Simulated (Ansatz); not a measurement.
Values for one crystal, relaxed and computed with LDA (plane waves, PAW; program Ansatz); other levels are named.

```yaml
volume_per_atom: 13.09 Å³
electronic_character: metallic (no gap)
mechanical_stability: stable (all eigenvalues of C positive)
Bulk modulus (Birch–Murnaghan fit): 259 GPa
Formation energy from the elements (no fitted shifts): -954 meV/atom
debye_temperature_from_the_elastic_constants: 394 K
Pressure derivative B′: 4.5
```

Q: Which of these materials gives this?
A) TaRu, CsCl type
B) NiBi, NiAs type
C) AlIr, CsCl type
D) Mg2Sn, Cmcm (Mg on 8g, Sn on 4c)

A: C, AlIr, CsCl type

Space group Pm-3m (CsCl type). The first step of the workflow began from a Materials Project structure, measured or hypothetical; the Crystallography Open Database copy checked does not list it. With Al and Ir taken as one species the cell has the higher symmetry Im-3m, so it may be an ordered model of a mixed-site phase. Whether it is the stable phase at ambient conditions was not checked. The cell was relaxed with LDA under the symmetry of its start; of distortions, only those at the zone centre were tested. No spin polarisation was allowed. As this level gives no gap, shear constants depend on the k-mesh and smearing (Fermi–Dirac, 0.1 eV here). The references are the lowest solids computed at this level, not always the standard phases. Spin–orbit coupling is left out wherever it is not named.

Potentials: the later of the program's two PAW sets.
